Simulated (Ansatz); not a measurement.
Polymorphs of GaP, each relaxed with DFT-HSE06 in the program Ansatz with PAW potentials:

A: P6_222
a = b = 3.8642 Å, c = 8.5139 Å, α = β = 90.00°, γ = 120.00°

```csv
atom,site,symmetry,x,y,z
Ga,3c,222,0.5000,0.0000,0.0000
P,3d,222,0.5000,0.0000,0.5000
```

B: zinc blende (F-43m)
a = 5.4648 Å, b = 5.4648 Å, c = 5.4648 Å, α = 90.00°, β = 90.00°, γ = 90.00°

| atom | site | symmetry | x | y | z |
|---|---|---|---|---|---|
| P | 4c | -43m | 0.2500 | 0.2500 | 0.2500 |
| Ga | 4a | -43m | 0.0000 | 0.0000 | 0.0000 |

**Question.** Rank these by energy per atom at 0 K (lowest first), as HSE06 gives it.

**Answer.** B (+0 meV/atom), A (+249 meV/atom)

**Question.** Give each one's gap.

**Answer.** A 0.95 eV; B 2.27 eV.

Constructed cells (a structure type filled with these elements, in neither database checked): A. Not the usual ambient phase: A. All cells were relaxed under the symmetry of their starts (and spin orders); stability against distortions was not tested throughout. Spin–orbit coupling is left out wherever it is not named.

Potentials: the later of the program's two PAW sets.
